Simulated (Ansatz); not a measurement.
Pt:
```
CELL_PARAMETERS angstrom
      0.00000     1.96997     1.96997
      1.96997     0.00000     1.96997
      1.96997     1.96997     0.00000
ATOMIC_POSITIONS crystal
  Pt 0.00000 0.00000 0.00000
```

Relaxed with DFT-r²SCAN in the program Ansatz with PAW potentials. Indices refer to the conventional cell of Fm-3m, a = b = c = 3.9399 Å, α = β = γ = 90.00°.

Question: Simulate the powder diffraction pattern (Cu Kα1, λ = 1.54056 Å; lines above 1 %) up to 2θ = 90°.

Answer: Simulated powder pattern, Cu Kα1, λ = 1.54056 Å (kinematic, ideal powder, no thermal factors, no anomalous dispersion; the 30 strongest lines at most, above 1 %, up to 2θ = 90°):

```csv
2θ (°),d (Å),I/Imax (%),hkl
39.59,2.275,100,(111)
46.03,1.970,49,(200)
67.14,1.393,33,(220)
80.85,1.188,40,(311)
85.26,1.137,12,(222)
```

The cell was relaxed with r²SCAN under the symmetry of its start. The run is not spin-polarised. Scalar-relativistic: spin–orbit coupling is off unless named, which matters more the heavier the elements.

Potentials: the earlier of the program's two PAW sets.
